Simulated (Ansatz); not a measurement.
Space group Pm-3n (No. 223). a = 5.053 Å, b = 5.053 Å, c = 5.053 Å, α = 90.00°, β = 90.00°, γ = 90.00°
| atom | site | symmetry | x | y | z |
| --- | --- | --- | --- | --- | --- |
| W | 2a | m-3. | 0.0000 | 0.0000 | 0.0000 |
| W | 6c | -4m.2 | 0.0000 | 0.5000 | 0.2500 |

Equation of state of this W structure (not necessarily the ground state), with shape and atoms relaxed at each volume where symmetry leaves them free. It has no gap at any of these volumes. Method: DFT r2SCAN, scalar-relativistic, plane waves, PAW (Ansatz 0.2.0).

Cutoff 500 eV; k points 8×8×8 on the computed 8-atom cell (Γ-centred); Gaussian smearing, width 0.10 eV; no spin polarisation.

```
V (Å³/atom) E − E(largest V) (meV/atom) P (GPa)
     14.192                       150.30    52.47
     14.676                        17.01    36.16
     15.160                       -70.62    22.18
     15.644                      -119.08    10.22
     16.127                      -134.05     0.00
     16.611                      -120.47    -8.73
     17.095                       -82.52   -16.20
     17.740                         0.00   -24.51
```

Q: Fit a third-order Birch–Murnaghan equation to E(V).

A: V0 = 16.13 Å³/atom, B0 = 314 GPa, B0' = 4.2.

Spin-orbit coupling is left out, which matters for the bands of heavy elements.

This form isn't the element's structure at ambient conditions.